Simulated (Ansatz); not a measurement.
Consider the following.

NaCl (rock salt)

```
NaCl
1.0
    0.00000     5.60772     5.60772
    2.80386     2.80386     5.60772
    2.80386     2.80386     0.00000
Cl Na
2 2
Direct
  0.00000   0.00000   0.00000
  0.50000   0.00000   0.00000
  0.00000   0.50000   0.50000
  0.50000   0.50000   0.50000
```

The atoms are displaced by Q × the pattern below (from a DFPT mode at X = (0.5, 0.5, 0.0), largest move 1; Q in Å), at fixed cell. It is one choice among 2 degenerate patterns. (q is in reciprocal vectors of the primitive cell; the cell shown is doubled to hold the pattern.)

```json
[
 {"atom": "Cl1", "x": "0.000", "y": "-0.727", "z": "0.000"},
 {"atom": "Cl2", "x": "0.000", "y": "0.727", "z": "0.000"},
 {"atom": "Na3", "x": "0.000", "y": "-1.000", "z": "0.000"},
 {"atom": "Na4", "x": "0.000", "y": "1.000", "z": "0.000"}
]
```

Level of theory: r2SCAN (plane waves to 500 eV, PAW, scalar-relativistic; Ansatz, a program for electronic structure). k mesh 10×10×10 (Γ-centred), Fermi-Dirac smearing 0.05 eV. Energies are smeared free energies. NaCl was relaxed with its symmetry unable to fall. The zero of ΔE is the undisplaced structure.

The scan covers Q from -0.100 to 0.100 Å in 13 points.

Is this a single well or a double well?

A single well with its minimum at or next to zero displacement.

Which space group does the distorted structure have?

Cmcm (No. 63), lowered from Fm-3m.

What is the energy change at Q = 0.100 Å?

53.9 meV/cell.

What harmonic wavenumber does the curvature at Q = 0 give?

182 cm⁻¹.

(A displaced cell: forces are minus the slopes of the energy, force constants its curvatures, and phonons follow from these.)
